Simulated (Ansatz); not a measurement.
Pb (Im-3m), two-dimensional strain map

Method: Ansatz, DFT LDA, scalar-relativistic, plane waves, PAW. Cutoff 420 eV, Γ-centred 18×18×18 k-points, Gaussian smearing of 0.15 eV. Spin–orbit coupling is left out, which can shift energies with elements as heavy as these. No spin polarisation. Energies are free energies at this smearing, counted from the undisturbed cell; pressure is positive in compression.

The undisturbed cell (as given, not relaxed at this level; it stands at -3.1 GPa; this bcc form isn't the usual structure):

```xyz
1
Lattice="-1.9797 1.9797 1.9797 1.9797 -1.9797 1.9797 1.9797 1.9797 -1.9797" Properties=species:S:1:pos:R:3 pbc="T T T"
Pb    0.0000    0.0000    0.0000
```

The cell is strained by p along both x and y and by q along z, fractional coordinates fixed. Points are written (p, q).

Energy above the undisturbed cell in meV/atom (a dash: not computed):

```csv
p \ q,-0.050,-0.025,0.000,0.025,0.050
-0.050,13.1,?,-19.9,-27.2,-30.0
-0.025,-17.9,–,-20.8,–,?
0.000,?,-13.4,0.0,16.1,34.4
0.025,?,–,37.3,–,90.8
0.050,24.3,–,87.6,–,157.5
```

Q: Fill in the withheld energies.

A: (-0.050, -0.025): -6.5; (-0.025, 0.050): -7.7; (0.000, -0.050): -23.5; (0.025, -0.050): -8.2.